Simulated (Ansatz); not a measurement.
NaCl:
```
NaCl
1.0
    3.44695     0.00000     0.00000
    0.00000     3.44695     0.00000
    0.00000     0.00000     3.44695
Na Cl
1 1
Cartesian
  0.00000   0.00000   0.00000
  1.72347   1.72347   1.72347
```

Relaxed with PBEsol. Special points in fractions of this cell's reciprocal vectors: Γ (0.000, 0.000, 0.000); X (0.000, 0.500, 0.000); M (0.500, 0.500, 0.000); R (0.500, 0.500, 0.500).

Question: List the band energies nearest the valence-band maximum at these points for plane-wave PAW PBEsol (Ansatz code).

Answer: In eV from the valence-band maximum; about four levels below and three above (degenerate sets whole), none deeper than 8.9 eV; points with the same levels are listed once.

```tsv
k	below	above
Γ	-0.54 -0.54 -0.54	4.00 8.29 8.29
X	-3.22 -0.28 -0.28	6.88 8.81 10.22
M	-2.48 -2.48 0.00	5.39 9.76 11.18 11.18
R	-2.03 -2.03 -2.03	6.92 6.92 6.92
```

Space group Pm-3m (CsCl type). This is a known high-pressure phase of the composition, computed here at zero pressure and temperature. The PBEsol relaxation kept the symmetry of its start. At this level the phase is dynamically unstable (imaginary phonons).

Potentials: the later of the program's two PAW sets.
